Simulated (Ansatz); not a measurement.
Ansatz input

```yaml
crystal:
  lattice:
    - [-1.6704402841, 1.6704402841, 1.6704402841]
    - [1.6704402841, -1.6704402841, 1.6704402841]
    - [1.6704402841, 1.6704402841, -1.6704402841]
  atoms:
    - { symbol: Ti, position: [0.0, 0.0, 0.0] }
hamiltonian:
  xc: r2scan
  pseudopotentials:
    kind: paw
    azcp:
      Ti: "pseudopotentials/Ti.paw.azcp"
basis:
  ecutwfc: 500
  fft_grid_basis: typed
kpoints:
  mp_grid: { grid: [15, 15, 15], shift: [0, 0, 0] }
magnetization:
  spin_polarized: false
scf:
  occupations: { method: fermi_dirac, width: 0.1 }
  lower_state_search: "off"
output:
  stress: true
```

Terminal output

```
Engine: ansatz 0.2.0, x86_64-unknown-linux-gnu
Pseudopotentials: kind: paw
Pseudopotential: Ti, paw, valence charge 12, recommended cutoff 500 eV (meta_gga) 
Functional definition: r2SCAN
  parameter k0 = 0.174
  parameter k1 = 0.065
  parameter a1 = 4.9479
  exchange = r2scan_x(k0 = k0, k1 = k1, a1 = a1)
  correlation = r2scan_c
Crystal: 1 atoms, lattice volume = 18.645 Å³
Basis set: ecut = 500 eV, 459 PW (Γ), exchange–correlation on 96×96×96 points (64 copies of the dense FFT grid, shifted against one another)
Bands: 10, of which v1, the nominal top of the filled ones, is band 6 counted from 1 (5 counted from 0)
Symmetry: 48 space group operations
Space group: Im-3m (ITA 229), of the structure as read, at distance tolerance 2.7e-5 Å
k-points: 120 of 3375
Non-local potential: Ti, projectors of the file, l = 0: 3, l = 1: 2, l = 2: 3, l = 3: 1
PAW form: soft (Blöchl's): semilocal exchange-correlation on the pseudo side does not see the compensation charge
PAW frozen core: Ti, regenerated for the run's functional (the file was generated under x = pbe(κ = 0.804, μ = 0.2195149727645171), c = pbe(β = 0.06672455060314922))
PAW one-centre angular grid: Ti, 590 points (default); XC on 160 Gauss nodes
Initial density: superposition of atomic densities (neutral atoms: chi_scale 0, normalization atom), corrected by the library's trained network
Initial wavefunctions: pseudopotential atomic-orbital guess
Functional: x = r2scan, c = r2scan; τ floored in thin density (d = 2e-4 eV/Å³)
SCF iter   1: F=-2504.212268 eV  HF=-2504.223236 eV  |F-HF|=1.10e-2  |Δ(HF+E_count)|=         —  Δρ=1.50e-2  dr2=3.86e-2  dr2_τ=5.34e-3  ethr=1.77e-3  ⟨swp⟩=4.5  Hψ=6636  notcnv=0
SCF iter   2: F=-2504.233332 eV  HF=-2504.236628 eV  |F-HF|=3.30e-3  |Δ(HF+E_count)|=   1.34e-2  Δρ=5.67e-3  dr2=4.75e-3  dr2_τ=9.60e-4  ethr=3.22e-4  ⟨swp⟩=2.8  Hψ=3249  notcnv=0
SCF iter   3: F=-2504.235822 eV  HF=-2504.235445 eV  |F-HF|=3.78e-4  |Δ(HF+E_count)|=   1.18e-3  Δρ=1.86e-3  dr2=2.24e-4  dr2_τ=6.55e-5  ethr=3.96e-5  ⟨swp⟩=3.0  Hψ=2386  notcnv=0
SCF iter   4: F=-2504.235866 eV  HF=-2504.235852 eV  |F-HF|=1.44e-5  |Δ(HF+E_count)|=   4.07e-4  Δρ=3.44e-4  dr2=1.35e-5  dr2_τ=9.33e-7  ethr=1.87e-6  ⟨swp⟩=2.0  Hψ=1864  notcnv=0
SCF iter   5: F=-2504.235871 eV  HF=-2504.235870 eV  |F-HF|=6.73e-7  |Δ(HF+E_count)|=   1.84e-5  Δρ=6.70e-5  dr2=4.46e-7  dr2_τ=1.39e-8  ethr=1.13e-7  ⟨swp⟩=2.5  Hψ=1763  notcnv=0
SCF iter   6: F=-2504.235871 eV  HF=-2504.235871 eV  |F-HF|=3.39e-9  |Δ(HF+E_count)|=   7.75e-7  Δρ=5.66e-6  dr2=3.28e-9  dr2_τ=2.58e-10  ethr=8.33e-10  ⟨swp⟩=4.1  Hψ=3496  notcnv=0
SCF 1 converged in 6 iterations: F = -2504.235871 eV  dr2 = 3.28e-9
SCF converged after 6 iterations
Free energy (F): -2504.235871 eV
Harris-Foulkes:  -2504.235871 eV  (|F-HF|=3.39e-9)
Internal energy: -2504.155494 eV  (E = F + TS)
E sigma→0 (E₀):  -2504.195682 eV
Entropy (-TS):   -0.080377 eV (-80.377 meV/atom)
Fermi energy:    12.062345 eV
--- Per-component energies (eV) ---
  E_band       = -184.218622
  E_kinetic    = 270.636784
  E_local      = -847.954512  (includes V_loc(G=0)·N_el)
  E_nonlocal   = 7.418093
  E_hartree    = 344.017652
  E_xc         = -92.131859
  E_vxc        = -131.670716  (∫ρ·V_xc dr)
  E_paw        = -1056.526046  (= ΣΔE_a)
  E_vpaw       = -179.767798  (= ΣTr[D̂ρ^β])
  E_aug_tail   = 0.000087  (compensation charges beyond the density's cutoff)
  E_vtau       = 9.084973  (kinetic-family band-sum trace: ∫τ·v_τ [+ j·A + Jᵃ·Aᵃ] dr)
  E_ewald      = -1129.362235
  E_core_change = -0.253457  (= ΣΔE_core)
  E_smearing   = -0.080377  (= −TS)
  E_closure    = -0.000000  (closes the sum)
  Σ components = -2504.235871   (vs F -2504.235871, Δ=0.00e0)
--- Stress (GPa, compression-positive) ---
       -7.452831      -0.000000       0.000000
        0.000000      -7.452831      -0.000000
        0.000000       0.000000      -7.452831
  P = ⅓ Tr σ = -7.4528 GPa (-74.528 kbar)
```

Command:

```sh
ansatz run input.yaml --threads 1 --pin off --max-ram 3584MiB --backend cpu --events-out ev --progress --plain --runs-dir out
```

On 1 thread of Intel(R) Xeon(R) Platinum 8259CL CPU @ 2.50GHz (Skylake/Cascade Lake) (shared host) this took about 4.4 s of wall time and 4.4 s of CPU time.
